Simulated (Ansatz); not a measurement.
**HfGeTe: do energies and stresses tell the same story?**

Theory: Ansatz, DFT PBEsol, scalar-relativistic, plane waves, PAW.

Settings: cutoff 420 eV, Γ-centred mesh 10×10×4 on the computed 6-atom cell, Gaussian smearing of 0.10 eV; no spin polarisation.

Relaxed cell: P4/nmm, a = 3.838 Å, b = 3.838 Å, c = 8.444 Å, α = 90.00°, β = 90.00°, γ = 90.00°, 6 atoms in the primitive cell. Whether it is the stable form of this composition wasn't checked.

Energies at zero smearing and pressures from the stress tensor, at volumes with shape and atoms relaxed:
| V (Å³/atom) | E − E(first) (meV/atom) | P (GPa) |
| --- | --- | --- |
| 18.243 | 0.00 | 17.47 |
| 18.864 | -56.76 | 11.96 |
| 19.486 | -93.83 | 7.29 |
| 20.108 | -114.24 | 3.34 |
| 20.730 | -120.52 | -0.01 |
| 21.352 | -114.87 | -2.84 |

Problem. Check P = −dE/dV between neighbouring volumes, and get the bulk modulus from the pressures alone.

Solution. With 1 eV/Å³ = 160.2 GPa:
| middle V (Å³/atom) | −ΔE/ΔV (GPa) | mean P (GPa) |
| --- | --- | --- |
| 18.553 | 14.623 | 14.714 |
| 19.175 | 9.551 | 9.627 |
| 19.797 | 5.257 | 5.318 |
| 20.419 | 1.618 | 1.664 |
| 21.041 | -1.457 | -1.427 |

The two differ by 0.09 GPa at most. The mean of two end pressures misses the average over a step by about ΔV² P″/12, up to 0.08 GPa here; with that taken off 0.01 GPa remains. Around V = 20.730 Å³/atom, the two neighbours give B = −V ΔP/ΔV = 20.730 × 6.18 / 1.244 = 103.1 GPa, against B0 = 102.5 GPa from the Birch–Murnaghan fit of the energies.

Spin–orbit coupling is left out, which can shift energies with elements as heavy as these.